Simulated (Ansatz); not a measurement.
Bi2Pd (MoSi2 or CaC2 type, I4/mmm) under volume change, LDA (plane waves, PAW; program Ansatz), shape and atoms relaxed at each volume.

| V (Å³/atom) | E − E(relaxed) (meV/atom) | P (GPa) |
|---|---|---|
| 21.400 | 52.4 | 8.92 |
| 22.106 | 21.5 | 5.27 |
| 22.811 | 5.0 | 2.32 |
| 23.517 | 0.0 | 0.00 |
| 24.222 | 4.2 | -1.82 |
| 24.928 | 15.2 | -3.11 |
| 25.633 | 30.8 | -3.85 |

**Question.** What does a third-order Birch–Murnaghan fit give for V₀, B₀ and B′?

**Answer.** V₀ = 23.52 Å³/atom, B₀ = 65.8 GPa, B′ = 8.1.

The first step of the workflow began from a Materials Project structure, measured or hypothetical; the Crystallography Open Database files this formula in space group No. 139, but the cells were not matched. Whether it is the stable phase at ambient conditions was not checked. The LDA relaxation kept the symmetry of its start; whether a distortion lowers the energy is not shown. The run is not spin-polarised. Spin–orbit coupling is left out wherever it is not named.

Potentials: the later of the program's two PAW sets.
